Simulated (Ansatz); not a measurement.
Computed energy against volume: Mg2FeH6 (space group Fm-3m)

Mg2FeH6 (space group Fm-3m)

```yaml
crystal:
  lattice:
    - [0.00000, 3.17202, 3.17202]
    - [3.17202, 0.00000, 3.17202]
    - [3.17202, 3.17202, 0.00000]
  atoms:
    - { symbol: Mg, position: [0.25000, 0.25000, 0.25000] }
    - { symbol: Mg, position: [0.75000, 0.75000, 0.75000] }
    - { symbol: Fe, position: [0.00000, 0.00000, 0.00000] }
    - { symbol: H, position: [0.75561, 0.24439, 0.75561] }
    - { symbol: H, position: [0.24439, 0.75561, 0.24439] }
    - { symbol: H, position: [0.75561, 0.24439, 0.24439] }
    - { symbol: H, position: [0.24439, 0.75561, 0.75561] }
    - { symbol: H, position: [0.75561, 0.75561, 0.24439] }
    - { symbol: H, position: [0.24439, 0.24439, 0.75561] }
```

Equation-of-state scan: isotropic scaling of the cell above, V₀ being its volume. The atoms relax within the cell's symmetry.

Level of theory: PBEsol (plane waves to 420 eV, PAW, scalar-relativistic; Ansatz, a program for electronic structure). k mesh 9×9×9 (Γ-centred), Fermi-Dirac smearing 0.05 eV. Energies are smeared free energies. Compression counts positive. Mg2FeH6 is run without spin polarisation. Mg2FeH6 was relaxed with its symmetry unable to fall. The zero of ΔE is the relaxed starting cell.

| V (Å³/cell) | ΔE (meV/atom) | P (GPa) |
|---|---|---|
| 57.45 | 21.9 | 10.8 |
| 58.73 | 13.5 | 8.2 |
| 60.00 | 7.4 | 5.8 |
| 61.28 | 3.2 | 3.7 |
| 62.56 | 0.8 | 1.8 |
| 63.83 | 0.0 | 0.0 |
| 65.11 | 0.7 | -1.6 |
| 66.39 | 2.8 | -3.0 |
| 67.66 | 6.1 | -4.3 |
| 68.94 | 10.4 | -5.5 |
| 70.22 | 15.8 | -6.6 |

Key numbers:

The pressure at the smallest volume is 10.8 GPa, the energy cost of the largest compression comes out as 21.9 meV/atom and the energy cost of the largest expansion is 15.8 meV/atom. The bulk modulus B₀ (third-order Birch-Murnaghan fit) is 83.4 GPa, the pressure derivative B₀′ (fit) comes out as 3.9 and the equilibrium volume of the fit is 7.09 Å³/atom. The pressure for 5 % compression (fit) comes out as 4.7 GPa.

The 11 points together took around 90 core-seconds (rough).

(Under strain, the slope of the energy per volume gives the stress and its curvature an elastic modulus.)
